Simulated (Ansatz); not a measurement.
CsH$_{3}$Ir$_{2}$: relaxation (Ansatz)

input.yaml:

```yaml
crystal:
  lattice:
    - [0.0, 4.66456863, 0.0]
    - [4.66456863, 0.0, 0.0]
    - [2.33228432, 2.33228432, -8.23335426]
  atoms:
    - { symbol: Cs, position: [0.875, 0.125, 0.75] }
    - { symbol: Cs, position: [0.125, 0.875, 0.25] }
    - { symbol: Ir, position: [0.706, 0.456, 0.088] }
    - { symbol: Ir, position: [0.456, 0.706, 0.588] }
    - { symbol: Ir, position: [0.294, 0.544, 0.912] }
    - { symbol: Ir, position: [0.544, 0.294, 0.412] }
    - { symbol: H, position: [0.625, 0.375, 0.25] }
    - { symbol: H, position: [0.375, 0.625, 0.75] }
    - { symbol: H, position: [0.5, 0.5, 0.0] }
    - { symbol: H, position: [0.5, 0.0, 0.5] }
    - { symbol: H, position: [0.0, 0.5, 0.0] }
    - { symbol: H, position: [0.5, 0.5, 0.5] }
  symmetry: { tolerance: 0.0003 }
kpoints:
  mp_grid: { grid: [5, 5, 5], shift: [0, 0, 0] }
magnetization:
  spin_polarized: false
scf:
  occupations: { method: fermi_dirac, width: 0.1049 }
  lower_state_search: "off"
hamiltonian:
  pseudopotentials: { kind: paw }
  xc: r2scan
basis:
  ecutwfc: 500
  fft_grid_basis: typed
relax:
  max_steps: 40
  cell: { p_target: 0.0 }
output:
  forces: true
  stress: true
  eigenvalues: true
  bader: true
  populations: true
  elf: true
  write_potential: true
  volumetric_format: npy
  dos:
    e_range: [-12, 8]
    de: 0.05
    projected: { site_lists: { Cs: [Cs], H: [H], Ir: [Ir] } }
checkpoint:
  read: saved_state
```

The command:

```bash
ansatz run input.yaml --threads 2 --pin off --max-ram 2560MiB --backend cpu --events-out ev --progress --plain --runs-dir out
```

Origin of the cell: a known structure type with other elements, at an estimated volume, so it need not be a known compound.

The saved state is a converged single point of the same cell.

Steps («new basis» is an SCF on plane waves selected anew at the same cell):

```tsv
step	ΔF (meV/atom)	max force component (eV/Å)	P (GPa)	volume (Å³)	SCF iterations	step was
1	0.0	1.662	45.37	179.14	6	accepted
2	-395.9	0.066	27.59	198.53	7	accepted
3	-638.0	0.183	15.91	218.58	7	accepted
4	-777.6	0.128	8.07	239.06	8	accepted
5	-841.0	0.009	2.95	258.33	8	accepted
6	-854.8	0.081	-0.22	272.35	7	accepted
7	-855.1	0.008	-0.07	270.01	6	accepted
8	-855.2	0.005	0.00	268.84	7	accepted
9	-861.7	0.000	0.23	268.84	7	new basis
10	-862.1	0.006	0.03	267.59	7	accepted
11	-862.1	0.000	0.01	267.05	7	accepted
12	-862.1	0.000	0.01	267.05	6	new basis
```

Before:

Space group I4_1/amd (No. 141); the run's cell has a = 4.665 Å, b = 4.665 Å, c = 8.869 Å, α = 74.75°, β = 74.75°, γ = 90.00°. Shortest distances: H–Ir 1.33 Å, H–H 2.33 Å, Ir–Ir 2.67 Å, Cs–H 3.30 Å, Cs–Ir 3.56 Å.

The relaxed structure.

Space group I4_1/amd (No. 141); the run's cell has a = 5.065 Å, b = 5.065 Å, c = 11.009 Å, α = 76.70°, β = 76.70°, γ = 90.00°. Shortest distances: H–Ir 1.60 Å, H–H 2.53 Å, Ir–Ir 3.20 Å, Cs–H 3.58 Å.

```xyz
12
Lattice="0.0000 5.0649 0.0000 5.0649 0.0000 0.0000 2.5324 2.5324 -10.4103" Properties=species:S:1:pos:R:3 pbc="T T T"
Cs    2.5324    6.3311   -7.8077
Cs    5.0649    1.2662   -2.6026
Ir    2.5324    3.7986   -1.0015
Ir    5.0649    3.7986   -6.2066
Ir    5.0649    3.7986   -9.4089
Ir    2.5324    3.7986   -4.2037
H     2.5324    3.7986   -2.6026
H     5.0649    3.7986   -7.8077
H     2.5324    2.5324    0.0000
H     1.2662    3.7986   -5.2052
H     2.5324    0.0000    0.0000
H     3.7986    3.7986   -5.2052
```

```yaml
Free_energy_lowered_by: 862.1 meV/atom
Volume_change: 49.07 %
Final_pressure: 0.01 GPa
Relaxation_steps_listed: 12
Formation_energy_elements_under_the_same_functional_gases_as_molecules_uncorrected: 0.841 eV/atom
```

Caveats: no dispersion correction, so spacings can come out too large where layers or molecules are weakly bound; no moments, though an odd count or open d shells may carry them; no spin-orbit coupling, though heavy elements are present; the relaxation held the start's symmetry, so the end may be a saddle point.

It ran for 150 s of wall time on 2 CPU thread(s) of a shared host, from a saved density.
